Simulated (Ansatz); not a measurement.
**How the vibrations of HCl change with volume**

All numbers below come from DFT PBEsol, scalar-relativistic, plane waves, PAW in Ansatz 0.2.0. Settings: 420 eV plane-wave cutoff, Γ-centred 8×8×8 mesh, fixed occupations. No spin polarisation. Phonons by linear response, acoustic sum rule imposed.

Equilibrium structure at this level:
```
H Cl
1.0
     0.00000    3.76760    3.76777
     1.53353    0.00000    3.76777
     1.53353    3.76760    0.00000
H Cl
1 1
Direct
  0.00000 0.00000 0.00000
  0.50000 0.50000 0.50000
```

The crystal is built of chains and no dispersion correction was added, so the binding between them is poorly described, and with it their spacing and whatever depends on it. The run warned that the response to a field isn't converged on this k mesh, and the frequencies, which stand on the same mesh, can be rough too.

Cells at 0.98 and 1.02 times the equilibrium volume were relaxed in shape and atoms; γ = −d ln ν / d ln V, modes matched by rank.

**Question.** Give the optical frequencies at Γ without the LO field (cm⁻¹) at the three volumes and the mode Grüneisen parameters.

**Answer.**
| 0.98 V | V | 1.02 V | γ | degeneracy |
| --- | --- | --- | --- | --- |
| 1973i | 1974i | 1974i | – | 1 |
| 912i | 911i | 911i | – | 2 |

i marks imaginary modes: the cell is unstable against these displacements at all three volumes, and γ isn't given for them.

**Question.** What pressures hold the two strained cells, and what bulk modulus follows?

**Answer.** 0.03 GPa at 0.98 V and -0.02 GPa at 1.02 V, so B = −dP/d ln V ≈ 1 GPa.

**Question.** How does the gap respond?

**Answer.** It is 2.87, 2.89 and 2.91 eV at 0.98, 1 and 1.02 V: dE_g/d ln V = 1.0 eV.